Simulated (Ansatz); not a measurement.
Clean, relaxed (110) surface of AlNi, space group Pm-3m (No. 221) (top face towards +c; atoms held fixed, by place in the list: 1, 2, 3, 4):

```yaml
crystal:
  lattice:
    - [2.86217, 0.00000, 0.00000]
    - [0.00000, 4.04771, 0.00000]
    - [0.00000, 0.00000, 23.07157]
  atoms:
    - { symbol: Al, position: [0.00000, 0.50000, 0.36842] }
    - { symbol: Ni, position: [0.50000, 0.00000, 0.36842] }
    - { symbol: Al, position: [0.00000, 0.00000, 0.45614] }
    - { symbol: Ni, position: [0.50000, 0.50000, 0.45614] }
    - { symbol: Al, position: [0.00000, 0.50000, 0.54368] }
    - { symbol: Ni, position: [0.50000, 0.00000, 0.54252] }
    - { symbol: Al, position: [0.00000, 0.00000, 0.63437] }
    - { symbol: Ni, position: [0.50000, 0.50000, 0.62624] }
```

The calculation used Ansatz, DFT PBEsol, scalar-relativistic, plane waves, PAW. Plane waves to 420 eV, a k mesh through Γ of 10×7×1 on the computed 8-atom cell and Gaussian smearing (0.10 eV); no spin polarisation. A dipole correction removes the field between periodic images along c.

E_ads counts from the clean slab and the free adsorbate (spin-polarised where it has unpaired electrons); negative means bound. With the adsorbate the cell is lengthened along c to keep the vacuum.

(1) O (atom) is put at the hollow (Al-Ni-Al) at (0.50, 0.17) site, one adsorbate per 11.6 Å². What structure does it relax to?

Each end is the local minimum or symmetric point that its start leads to. The slab is only 6.1 Å thick, so the energies aren't converged with thickness.

Spin polarisation was left out, and a magnetic state may lie lower.

## Answers

(1) E_ads = -6.85 eV. Contacts: O–Al 1.78 Å, O–Ni 1.93 Å.

```yaml
crystal:
  lattice:
    - [2.86217, 0.00000, 0.00000]
    - [0.00000, 4.04771, 0.00000]
    - [0.00000, 0.00000, 25.07157]
  atoms:
    - { symbol: Al, position: [0.00000, 0.50000, 0.33903] }
    - { symbol: Ni, position: [0.50000, 0.00000, 0.33903] }
    - { symbol: Al, position: [0.00000, 0.00000, 0.41975] }
    - { symbol: Ni, position: [0.50000, 0.50000, 0.41975] }
    - { symbol: Al, position: [0.00000, 0.50918, 0.49834] }
    - { symbol: Ni, position: [0.50000, 0.00680, 0.50138] }
    - { symbol: Al, position: [0.00000, 0.03422, 0.59298] }
    - { symbol: Ni, position: [0.50000, 0.55091, 0.57237] }
    - { symbol: O, position: [0.50000, 0.20379, 0.62515] }
```